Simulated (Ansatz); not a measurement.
# Be$_{4}$Co single point

input.yaml (Ansatz 0.2.0)

```yaml
crystal:
  lattice:
    - [3.545347, 0.0, 0.0]
    - [0.0, 3.545347, 0.0]
    - [0.0, 0.0, 7.419026]
  atoms:
    - { symbol: Be, position: [0.0, 0.0, 0.0] }
    - { symbol: Be, position: [0.5, 0.5, 0.0] }
    - { symbol: Be, position: [0.0, 0.5, 0.481] }
    - { symbol: Be, position: [0.5, 0.0, 0.519] }
    - { symbol: Co, position: [0.0, 0.5, 0.169] }
    - { symbol: Co, position: [0.5, 0.0, 0.831] }
    - { symbol: Be, position: [0.0, 0.0, 0.304] }
    - { symbol: Be, position: [0.5, 0.5, 0.304] }
    - { symbol: Be, position: [0.5, 0.5, 0.696] }
    - { symbol: Be, position: [0.0, 0.0, 0.696] }
  symmetry: { tolerance: 0.0003 }
kpoints:
  mp_grid: { grid: [3, 3, 2], shift: [0, 0, 0] }
magnetization:
  spin_polarized: false
scf:
  occupations: { method: methfessel_paxton, width: 0.2873 }
hamiltonian:
  pseudopotentials: { kind: paw }
  xc: hse06
basis:
  ecutwfc: 420
  fft_grid_basis: typed
output:
  forces: true
  stress: true
  eigenvalues: true
  bader: true
  populations: true
  elf: true
  write_potential: true
  volumetric_format: npy
  dos:
    e_range: [-12, 8]
    de: 0.05
    projected: { site_lists: { Be: [Be], Co: [Co] } }
    method: { smearing: { sigma: 0.1, scheme: gaussian } }
  write_density: true
```

Launched with:

```sh
ansatz run input.yaml --threads 2 --pin off --max-ram 5120MiB --backend cpu --events-out ev --progress --plain --runs-dir out
```

Excerpt of what it printed:

```
Warning: output.stress: scf.convergence.dr2_threshold = 1e-7 eV (the SCF's general default) is looser than the 1e-9 eV advised for a printed stress (1e-10 eV for each atom of the cell: 10).
Warning: output.stress: scf.exx.energy_threshold = 1e-6 eV is looser than the 1e-7 eV advised for a stress under a hybrid functional (1e-8 eV for each atom of the cell: 10). Every SCF of the exchange loop can meet its threshold on dr2 while the loop round them stops early: no threshold on dr2 bounds what that leaves in the stress. Set scf.exx.energy_threshold to 1e-7 eV or tighter.
exact exchange: scf.exx.singularity resolves to wigner_seitz, which cuts the screened interaction at the faces of the exchange supercell's Wigner-Seitz cell, so that each pair interacts once, at the shortest of its separations (the periodic images that this leaves out come, for a point-like exchange hole, to about 0.002 eV on a filled level).
Pseudopotentials: kind: paw
Pseudopotential: Be, paw, valence charge 2, recommended cutoff 420 eV (normal), Be.paw.azcp
Pseudopotential: Co, paw, valence charge 17, recommended cutoff 420 eV (normal), Co.paw.azcp
Functional definition: HSE06
  exchange = pbe_x - a*pbe_x_sr(omega) + a*exact_x_sr(omega)
  correlation = pbe_c
Crystal: 10 atoms, lattice volume = 93.253 Å³
Basis set: ecut = 420 eV, 1821 PW (Γ), exchange–correlation on 48×48×100 points (8 copies of the dense FFT grid, shifted against one another)
Bands: 35, of which v1, the nominal top of the filled ones, is band 25 counted from 1 (24 counted from 0)
Symmetry: 16 space group operations
Space group: P4/nmm (ITA 129), of the structure as read, at distance tolerance 1.4e-3 Å
k-points: 6 of 18
Initial density: superposition of atomic densities (neutral atoms: chi_scale 0, normalization atom), corrected by the library's trained network
SCF iter   1: F=—  Δρ=8.14e-3  dr2=4.71e-2
SCF iter   2: F=—  S|Δr|=    0.00e0  Δρ=4.03e-3  dr2=1.56e-2  defer=1
SCF iter   3: F=—  S|Δr|=    0.00e0  Δρ=6.39e-4  dr2=4.76e-4
SCF iter   4: F=—  S|Δr|=    0.00e0  Δρ=2.57e-4  dr2=5.80e-5
SCF iter   5: F=—  S|Δr|=    0.00e0  Δρ=4.91e-5  dr2=1.25e-6
SCF iter   6: F=—  S|Δr|=    0.00e0  Δρ=2.83e-5  dr2=5.65e-7
SCF iter   7: F=—  S|Δr|=    0.00e0  Δρ=8.17e-6  dr2=3.56e-8
SCF iter   8: F=—  S|Δr|=    0.00e0  Δρ=2.67e-6  dr2=5.63e-9
SCF iter   9: F=-10991.8209 eV  S|Δr|=    0.00e0  Δρ=8.58e-7  dr2=6.28e-10
SCF iter   1: F=—  Δρ=5.83e-2  dr2=3.27e0
…
SCF iter   5: F=—  S|Δr|=    0.00e0  Δρ=5.25e-6  dr2=2.01e-8  defer=1
SCF iter   6: F=—  S|Δr|=    0.00e0  Δρ=9.98e-7  dr2=2.09e-9  defer=1
SCF iter   7: F=-10986.9860 eV  S|Δr|=    0.00e0  Δρ=4.91e-7  dr2=5.42e-10  defer=2
hybrid outer 3: dexx = +6.190e-7 eV, tail = 2.58e-8 eV, Δε = 6.66e-4 eV (about 9.82e-5 eV left of the loop's levels), ΔF = 1.15e-3 eV/Å (tail 2.18e-3)
SCF iter   1: F=—  Δρ=2.34e-6  dr2=6.18e-9
SCF iter   2: F=—  S|Δr|=    0.00e0  Δρ=2.61e-6  dr2=5.06e-9  defer=2
SCF iter   3: F=—  S|Δr|=    0.00e0  Δρ=1.55e-6  dr2=2.78e-9  defer=2
SCF iter   4: F=—  S|Δr|=    0.00e0  Δρ=3.08e-6  dr2=7.11e-9  defer=1  recentre
SCF iter   5: F=-10986.9860 eV  S|Δr|=    0.00e0  Δρ=5.37e-7  dr2=2.04e-10  defer=1
hybrid outer 4: dexx = +1.612e-8 eV, tail = 1.20e-9 eV, Δε = 9.11e-5 eV (about 2.12e-5 eV left of the loop's levels), ΔF = 2.71e-4 eV/Å (tail 2.06e-4)
Free energy (F): -10986.9860 eV
Frozen-core exchange: fock
Harris-Foulkes:  -10986.9860 eV  (|F-HF|=1.35e-10)
Internal energy: -10986.9695 eV  (E = F + TS)
E sigma→0 (E₀):  -10986.9819 eV
Entropy (-TS):   -0.0165 eV (-1.645 meV/atom)
Fermi energy:    8.8844 eV
--- Per-component energies (eV) ---
  E_band       = -825.0507
  E_kinetic    = 1089.0222
  E_local      = -9341.8609  (includes V_loc(G=0)·N_el)
  E_nonlocal   = 961.5417
  E_hartree    = 4093.7609
  E_xc         = -383.8987
  E_vxc        = -460.8721  (∫ρ·V_xc dr)
  E_exx        = -187.3779  (= α·E_x^exact, valence–valence)
  E_paw        = -3426.6234  (= ΣΔE_a)
  E_vpaw       = -885.6489  (= ΣTr[D̂ρ^β])
  E_aug_tail   = 0.0001  (compensation charges beyond the density's cutoff)
  E_ewald      = -3791.0444
  E_core_change = -0.4892  (= ΣΔE_core)
  E_smearing   = -0.0165  (= −TS)
--- Stress (GPa, compression-positive) ---
        2.0747       0.0000       0.0000
        0.0000       2.0747       0.0000
        0.0000       0.0000       4.6648
  P = ⅓ Tr σ = 2.9381 GPa (29.381 kbar)
--- Löwdin populations: 10 sites ---
  site symbol       q [e]
     0     Be      1.2339
     1     Be      1.2339
     2     Be      1.2344
     3     Be      1.2344
     4     Co     17.7946
     5     Co     17.7946
     6     Be      1.1449
     7     Be      1.1449
     8     Be      1.1449
     9     Be      1.1449
  spilling = 0.0979 (of n_electrons = 50.0000)
--- Bader charges: 10 sites ---
  site symbol  charge [e]  shift [e]
     0     Be      1.3503     0.0001
     1     Be      1.3503     0.0001
     2     Be      0.6570     0.0006
     3     Be      0.6570     0.0006
     4     Co     -4.7646     0.0000
     5     Co     -4.7647     0.0000
     6     Be      1.3787     0.0002
     7     Be      1.3787     0.0002
     8     Be      1.3787     0.0002
     9     Be      1.3787     0.0002
```

Origin: a known structure type with other elements, at an estimated volume, so it need not be a known compound. Caveats: the exchange threshold is loose for a stress; the SCF threshold is loose for a stress; no spin polarisation, so a magnetic state may lie lower; hybrid functional on a coarse k mesh; atoms or cell far from equilibrium; wide smearing.
